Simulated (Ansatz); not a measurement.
CdTe:
```
CELL_PARAMETERS angstrom
      0.00000     3.27934     3.27934
      3.27934     0.00000     3.27934
      3.27934     3.27934     0.00000
ATOMIC_POSITIONS crystal
  Cd 0.00000 0.00000 0.00000
  Te 0.75000 0.75000 0.75000
```

Relaxed with r²SCAN.

Task: Which orbitals make up the states near the band edges in plane-wave PAW r²SCAN (Ansatz code)?

Result: Top 1 eV of the valence band: Te 5p 92 %. Bottom 1 eV of the conduction band: Cd 5s 57 %, Te 5p 22 %, Te 5s 18 %. Projections are on Löwdin-orthogonalised atomic valence shells; empty p or d shells of many metals are not among them.

Task: Tabulate the density of states.

Result: States/eV per cell of 2 atoms, in 0.25 eV bins, energy from the valence-band maximum.

| E (eV) | total | Te 5p | Cd 5s | Cd 4d |
|---|---|---|---|---|
| -7.85 | 4.20 | 0.04 | 0.08 | 3.57 |
| -7.60 | 1.19 | 0.00 | 0.01 | 0.99 |
| -7.35 | 0.00 | 0.00 | 0.00 | 0.00 |
| -7.10 | 0.00 | 0.00 | 0.00 | 0.00 |
| -6.85 | 0.00 | 0.00 | 0.00 | 0.00 |
| -6.60 | 0.00 | 0.00 | 0.00 | 0.00 |
| -6.35 | 0.00 | 0.00 | 0.00 | 0.00 |
| -6.10 | 0.00 | 0.00 | 0.00 | 0.00 |
| -5.85 | 0.00 | 0.00 | 0.00 | 0.00 |
| -5.60 | 0.00 | 0.00 | 0.00 | 0.00 |
| -5.35 | 0.00 | 0.00 | 0.00 | 0.00 |
| -5.10 | 0.00 | 0.00 | 0.00 | 0.00 |
| -4.85 | 0.00 | 0.00 | 0.00 | 0.00 |
| -4.60 | 0.00 | 0.00 | 0.00 | 0.00 |
| -4.35 | 0.01 | 0.01 | 0.00 | 0.00 |
| -4.10 | 2.93 | 1.77 | 1.06 | 0.03 |
| -3.85 | 1.84 | 1.11 | 0.61 | 0.03 |
| -3.60 | 0.91 | 0.55 | 0.27 | 0.02 |
| -3.35 | 0.58 | 0.35 | 0.16 | 0.02 |
| -3.10 | 0.44 | 0.27 | 0.11 | 0.02 |
| -2.85 | 0.31 | 0.19 | 0.07 | 0.01 |
| -2.60 | 0.26 | 0.16 | 0.06 | 0.01 |
| -2.35 | 1.50 | 1.33 | 0.06 | 0.04 |
| -2.10 | 1.68 | 1.49 | 0.06 | 0.04 |
| -1.85 | 2.04 | 1.84 | 0.05 | 0.05 |
| -1.60 | 2.41 | 2.19 | 0.05 | 0.06 |
| -1.35 | 2.30 | 2.09 | 0.03 | 0.06 |
| -1.10 | 2.28 | 2.08 | 0.03 | 0.06 |
| -0.85 | 2.22 | 2.04 | 0.02 | 0.07 |
| -0.60 | 1.31 | 1.20 | 0.01 | 0.04 |
| -0.35 | 0.75 | 0.69 | 0.00 | 0.03 |
| -0.10 | 0.23 | 0.22 | 0.00 | 0.01 |
| 0.15 | 0.00 | 0.00 | 0.00 | 0.00 |
| 0.40 | 0.00 | 0.00 | 0.00 | 0.00 |
| 0.65 | 0.00 | 0.00 | 0.00 | 0.00 |
| 0.90 | 0.00 | 0.00 | 0.00 | 0.00 |
| 1.15 | 0.00 | 0.00 | 0.00 | 0.00 |
| 1.40 | 0.00 | 0.00 | 0.00 | 0.00 |
| 1.65 | 0.02 | 0.00 | 0.01 | 0.00 |
| 1.90 | 0.05 | 0.01 | 0.03 | 0.00 |
| 2.15 | 0.08 | 0.02 | 0.05 | 0.00 |
| 2.40 | 0.36 | 0.09 | 0.19 | 0.00 |
| 2.65 | 0.67 | 0.18 | 0.34 | 0.00 |
| 2.90 | 0.80 | 0.23 | 0.38 | 0.00 |
| 3.15 | 1.65 | 0.44 | 0.63 | 0.00 |
| 3.40 | 2.55 | 0.67 | 0.90 | 0.01 |
| 3.65 | 1.49 | 0.38 | 0.51 | 0.00 |
| 3.90 | 0.97 | 0.21 | 0.28 | 0.00 |
| 4.15 | 0.87 | 0.16 | 0.20 | 0.00 |
| 4.40 | 0.73 | 0.07 | 0.08 | 0.00 |
| 4.65 | 0.97 | 0.07 | 0.07 | 0.00 |
| 4.90 | 1.64 | 0.12 | 0.12 | 0.00 |
| 5.15 | 2.13 | 0.13 | 0.11 | 0.00 |
| 5.40 | 1.29 | 0.06 | 0.04 | 0.00 |
| 5.65 | 0.98 | 0.03 | 0.00 | 0.00 |
| 5.90 | 2.35 | 0.08 | 0.04 | 0.00 |

Space group F-43m (zinc blende). Symmetry was held in the r²SCAN relaxation; of distortions, only those at the zone centre were tested. Scalar-relativistic: spin–orbit coupling is off unless named, which matters more the heavier the elements.

Potentials: the earlier of the program's two PAW sets.
